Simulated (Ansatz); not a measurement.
TaN in space group P-62m (No. 189; Ta on 1a, Ta on 2d, N on 3f) under volume change, the program Ansatz at the PBEsol level (PAW), shape and atoms relaxed at each volume.

```
V (Å³/atom)  E − E(relaxed) (meV/atom)  P (GPa)
-----------  -------------------------  -------
10.199                           109.7    37.84
10.535                            46.1    23.18
10.872                            10.9    10.67
11.208                             0.0     0.00
11.544                             9.8    -9.10
11.880                            37.3   -16.87
12.217                            79.8   -23.48
```

Task: What does a third-order Birch–Murnaghan fit give for V₀, B₀ and B′?

Result: V₀ = 11.21 Å³/atom, B₀ = 328 GPa, B′ = 4.3.

The PBEsol relaxation kept the symmetry of its start. No spin polarisation was allowed. Spin–orbit coupling is left out wherever it is not named.

Potentials: the earlier of the program's two PAW sets. The files were generated under PBE; for other functionals the program regenerates the frozen cores, and for LDA and PBEsol the local potential too.
